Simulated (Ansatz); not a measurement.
Put Sn4Te in P4/mmm (No. 123): Sn on 4j; Te on 1d.

All numbers below come from DFT PBE, scalar-relativistic, plane waves, PAW in Ansatz 0.2.0. Cutoff 420 eV, Γ-centred mesh, Gaussian smearing, no spin polarisation.

The zero of energy is the elements' standard structures at the same level; no fitted shifts are applied. The references include grey tin.

Question: Predict the relaxed structure.

Answer:

Space group P4/mmm (No. 123). a = 6.166 Å, b = 6.166 Å, c = 4.969 Å, α = 90.00°, β = 90.00°, γ = 90.00°
```tsv
atom	site	symmetry	x	y	z
Sn	4j	m.2m	0.7508	0.7508	0.0000
Te	1d	4/mmm	0.5000	0.5000	0.5000
```

Sn is surrounded by 4 Sn at 3.07–3.09 Å and 2 Te at 3.31 Å; around Te lie 8 Sn at 3.31 Å. Another local minimum with the same sites may exist.

Question: Where does its energy lie, and is it a metal?

Answer: The formation energy is +0.23 eV/atom and the gap on the 6×6×8 mesh of the 5-atom cell is 0 eV (a metal). A positive value: parting into the elements would lower its energy.

The last run used Gaussian smearing of 0.10 eV. These runs have no spin–orbit coupling, which can matter for Te. The reference form of Te is held partly by dispersion forces, which this level lacks. A structure relaxed within its symmetry needn't be a true minimum.
